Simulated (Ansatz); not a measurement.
**TiSi2: checking dH/dP = V**

These are results of Ansatz, DFT r2SCAN, scalar-relativistic, plane waves, PAW, not measurements. Settings: 500 eV cutoff, 10×10×10 k-mesh, Gaussian smearing of 0.10 eV, no spin polarisation.

Starting point, cell and atoms relaxed:

```xyz
6
Lattice="0.0000 4.1160 4.2581 2.3903 0.0000 4.2581 2.3903 4.1160 0.0000" Properties=species:S:1:pos:R:3 pbc="T T T"
Ti    3.5855    6.1740    6.3872
Ti    2.3903    4.1160    4.2581
Si    1.1952    0.7189    2.1291
Si    1.1952    3.3971    2.1291
Si    2.3903    1.3391    4.2581
Si    2.3903    6.8929    4.2581
```

Cell and atoms were relaxed at each target pressure within the start's symmetry (Fddd), at zero temperature; other phases can be more stable under pressure. H = E + PV with P the target; E is the free energy at the smearing used, whose derivative the pressure is, per atom and counted from zero pressure.

```json
{"P (GPa)": "0", "V (Å³/atom)": "13.965", "E − E0 (meV)": "0.0", "H − H0 (meV)": "0.0"}
{"P (GPa)": "3", "V (Å³/atom)": "13.693", "E − E0 (meV)": "2.5", "H − H0 (meV)": "258.9"}
{"P (GPa)": "8", "V (Å³/atom)": "13.297", "E − E0 (meV)": "16.0", "H − H0 (meV)": "679.9"}
{"P (GPa)": "15", "V (Å³/atom)": "12.829", "E − E0 (meV)": "49.3", "H − H0 (meV)": "1250.3"}
```

Task: Thermodynamics gives dH/dP = V along a relaxed path. Integrate V over P by the trapezoid rule and compare with the computed enthalpies.

Result: With 1 eV/Å³ = 160.22 GPa, each step adds the mean volume times ΔP / 160.22:
| P (GPa) | ∫V dP (meV) | H − H0 (meV) | difference (meV) |
| --- | --- | --- | --- |
| 3 | 258.9 | 258.9 | 0.0 |
| 8 | 680.1 | 679.9 | 0.2 |
| 15 | 1250.8 | 1250.3 | 0.5 |

V(P) curves upward, so the trapezoid rule runs high; integrating a smooth curve through the same points (P as a polynomial of degree 3 in ln V) puts that excess at about 0.5 meV at 15 GPa, against the 0.5 meV found.

Task: At 15 GPa, how much of the enthalpy change is stored energy and how much is the PV term?

Result: E rises by 49 meV/atom and PV is 15 × 12.829 / 160.22 = 1201 meV/atom, so PV makes 96 % of ΔH. So between rival structures at high pressure a small difference in volume can outweigh the difference in energy: 1 % of this volume is worth 12.0 meV/atom at this pressure.

Task: What bulk modulus do the lowest pressures give?

Result: From the pressures that the runs reached, -3.00 GPa (14.269 Å³) and 3.02 GPa (13.693 Å³), B = −ΔP/Δln V = 6.02 / 0.0412 = 146 GPa, a mean over that range.